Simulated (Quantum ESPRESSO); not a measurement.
## Zr4C3 (input and log of a self-consistent run)

Computed values, not a measurement. The program is pw.x of Quantum ESPRESSO 7.5 (plane-wave density functional theory). The cell is made up: 7 atoms on a rocksalt lattice with one site empty, with randomly drawn elements, strain and displacements, not relaxed. PseudoDojo standard norm-conserving files (v0.5 for PBE, v0.4.1 for LDA and PBEsol) set the functional; there is no spin polarisation, spin-orbit coupling or dispersion term, and the masses in the input are unused placeholders. A spin-polarised start on this cell or one of its family kept no moment.

Input:

```
&control calculation='scf', pseudo_dir='./dojo.nc.sr.pbe.v0_5.standard.upf', outdir='./o', disk_io='low', tprnfor=.true., tstress=.true. /
&system ibrav=0, nat=7, ntyp=2, nbnd=40, ecutwfc=82.02448710, nosym=.true., tot_charge=0,
 occupations='smearing', smearing='fd', degauss=0.0073498644
/
&electrons conv_thr=7.350e-09, electron_maxstep=60, /
ATOMIC_SPECIES
C 1.0 C.upf
Zr 1.0 Zr.upf
CELL_PARAMETERS angstrom
4.8257 0.0242 0.0156
0.0242 4.6861 -0.0756
0.0156 -0.0756 4.7257
ATOMIC_POSITIONS angstrom
Zr 0.0283 0.033 0.0554
Zr 0.0772 2.3185 2.2891
Zr 2.3354 -0.1285 2.2995
Zr 2.4526 2.3582 -0.0488
C 2.3475 0.0287 0.0797
C 4.8833 -0.0877 2.3633
C 4.8312 2.348 0.0362
K_POINTS automatic
7 7 7 1 1 1
```

The log is shortened where brackets say so; the opening notice, blank lines, dates and the lines on written files are dropped, and the path of the files is cut. It prints rydbergs, bohrs and kilobars, and counts compression as positive stress.

```
     Program PWSCF v.7.5
     Parallel version (MPI & OpenMP), running on       4 processor cores
     Number of MPI processes:                 4
     Threads/MPI process:                     1
     [start-up lines left out]
     bravais-lattice index     =            0
     lattice parameter (alat)  =       9.1194  a.u.
     unit-cell volume          =     720.9521 (a.u.)^3
     number of atoms/cell      =            7
     number of atomic types    =            2
     number of electrons       =        60.00
     number of Kohn-Sham states=           40
     kinetic-energy cutoff     =      82.0245  Ry
     charge density cutoff     =     328.0979  Ry
     scf convergence threshold =      7.3E-09
     mixing beta               =       0.7000
     number of iterations used =            8  plain     mixing
     Exchange-correlation= PBE
                           (   1   4   3   4   0   0   0)
     [axes and pseudopotential details left out]
   Cartesian axes
     site n.     atom                  positions (alat units)
         1        Zr     tau(   1) = (   0.0058643   0.0068383   0.0114800  )
         2        Zr     tau(   2) = (   0.0159974   0.4804399   0.4743476  )
         3        Zr     tau(   3) = (   0.4839419  -0.0266278   0.4765027  )
         4        Zr     tau(   4) = (   0.5082281   0.4886665  -0.0101123  )
         5        C      tau(   5) = (   0.4864493   0.0059472   0.0165154  )
         6        C      tau(   6) = (   1.0119181  -0.0181732   0.4897233  )
         7        C      tau(   7) = (   1.0011219   0.4865529   0.0075014  )
     number of k points=   172  Fermi-Dirac smearing, width (Ry)=  0.0073
     Number of k-points >= 100: set verbosity='high' to print them.
     Dense  grid:    72393 G-vectors     FFT dimensions: (  54,  54,  54)
     Estimated max dynamical RAM per process >     324.59 MB
     Estimated total dynamical RAM >       1.22 GB
     Initial potential from superposition of free atoms
     starting charge      59.9904, renormalised to      60.0000
     Starting wfcs are   52 randomized atomic wfcs
     total cpu time spent up to now is       16.2 secs
     per-process dynamical memory:   299.6 Mb
     Self-consistent Calculation
     iteration #  1     ecut=    82.02 Ry     beta= 0.70
     Davidson diagonalization with overlap
     ethr =  1.00E-02,  avg # of iterations =  2.2
     total cpu time spent up to now is       50.1 secs
     total energy              =    -440.02943596 Ry
     estimated scf accuracy    <       2.48611802 Ry
     iteration #  2     ecut=    82.02 Ry     beta= 0.70
     Davidson diagonalization with overlap
     ethr =  4.14E-03,  avg # of iterations =  4.8
     total cpu time spent up to now is       94.3 secs
     total energy              =    -439.72863625 Ry
     estimated scf accuracy    <      10.02668244 Ry
     iteration #  3     ecut=    82.02 Ry     beta= 0.70
     Davidson diagonalization with overlap
     ethr =  4.14E-03,  avg # of iterations =  4.0
     total cpu time spent up to now is      130.5 secs
     total energy              =    -441.29667985 Ry
     estimated scf accuracy    <       0.91282619 Ry
     iteration #  4     ecut=    82.02 Ry     beta= 0.70
     Davidson diagonalization with overlap
     ethr =  1.52E-03,  avg # of iterations =  2.1
     total cpu time spent up to now is      162.4 secs
     total energy              =    -441.42849940 Ry
     estimated scf accuracy    <       0.04588447 Ry
     iteration #  5     ecut=    82.02 Ry     beta= 0.70
     Davidson diagonalization with overlap
     ethr =  7.65E-05,  avg # of iterations =  6.3
     total cpu time spent up to now is      204.5 secs
     total energy              =    -441.43489855 Ry
     estimated scf accuracy    <       0.02231296 Ry
     [iterations 6 to 11 left out]
     iteration # 12     ecut=    82.02 Ry     beta= 0.70
     Davidson diagonalization with overlap
     ethr =  1.04E-07,  avg # of iterations =  2.0
     total cpu time spent up to now is      439.4 secs
     total energy              =    -441.43592650 Ry
     estimated scf accuracy    <       0.00003691 Ry
     iteration # 13     ecut=    82.02 Ry     beta= 0.70
     Davidson diagonalization with overlap
     ethr =  6.15E-08,  avg # of iterations =  1.7
     total cpu time spent up to now is      469.0 secs
     total energy              =    -441.43592626 Ry
     estimated scf accuracy    <       0.00000754 Ry
     iteration # 14     ecut=    82.02 Ry     beta= 0.70
     Davidson diagonalization with overlap
     ethr =  1.26E-08,  avg # of iterations =  3.9
     total cpu time spent up to now is      504.6 secs
     total energy              =    -441.43592824 Ry
     estimated scf accuracy    <       0.00000006 Ry
     iteration # 15     ecut=    82.02 Ry     beta= 0.70
     Davidson diagonalization with overlap
     ethr =  1.07E-10,  avg # of iterations =  5.7
     total cpu time spent up to now is      549.3 secs
     total energy              =    -441.43592832 Ry
     estimated scf accuracy    <       0.00000003 Ry
     iteration # 16     ecut=    82.02 Ry     beta= 0.70
     Davidson diagonalization with overlap
     ethr =  5.05E-11,  avg # of iterations =  2.7
     total cpu time spent up to now is      583.0 secs
     End of self-consistent calculation
     Number of k-points >= 100: set verbosity='high' to print the bands.
     the Fermi energy is    14.0715 ev
!    total energy              =    -441.43592833 Ry
     estimated scf accuracy    <          2.8E-09 Ry
     smearing contrib. (-TS)   =      -0.00609233 Ry
     internal energy E=F+TS    =    -441.42983600 Ry
     The total energy is F=E-TS. E is the sum of the following terms:
     one-electron contribution =     -55.72002352 Ry
     hartree contribution      =      57.12982144 Ry
     xc contribution           =     -92.86467670 Ry
     ewald contribution        =    -349.97495721 Ry
     convergence has been achieved in  16 iterations
     Forces acting on atoms (cartesian axes, Ry/au):
     atom    1 type  2   force =    -0.02008856   -0.02747183   -0.03922964
     atom    2 type  2   force =    -0.02291498   -0.01723760    0.03644418
     atom    3 type  2   force =     0.04234101    0.03116175    0.05039903
     atom    4 type  2   force =    -0.00243209   -0.01193515   -0.00187901
     atom    5 type  1   force =     0.02300970   -0.00555134   -0.03030414
     atom    6 type  1   force =    -0.01730978    0.02521185    0.01029121
     atom    7 type  1   force =    -0.00260530    0.00582232   -0.02572163
     Total force =     0.116299     Total SCF correction =     0.000047
     Computing stress (Cartesian axis) and pressure
          total   stress  (Ry/bohr**3)                   (kbar)     P=      -37.24
  -0.00050756  -0.00007089  -0.00000882          -74.66      -10.43       -1.30
  -0.00007089  -0.00008625   0.00022612          -10.43      -12.69       33.26
  -0.00000882   0.00022612  -0.00016563           -1.30       33.26      -24.37
     init_run     :     12.83s CPU     13.33s WALL (       1 calls)
     electrons    :    562.93s CPU    566.79s WALL (       1 calls)
     forces       :      4.01s CPU      4.04s WALL (       1 calls)
     stress       :     13.19s CPU     13.20s WALL (       1 calls)
     [timing details left out]
     PWSCF        :   9m56.00s CPU  10m 0.60s WALL
     JOB DONE.
```

In other units: free energy -6006.042 eV for the cell, pressure -3.72 GPa, largest force component 1.296 eV/Å. A rerun of a related cell, with the same atoms placed differently, at 1467 eV and a 9 x 9 x 9 mesh moved values by no more than 0.007 eV in energy, 0.06 GPa in stress and 0.012 eV/Å in force.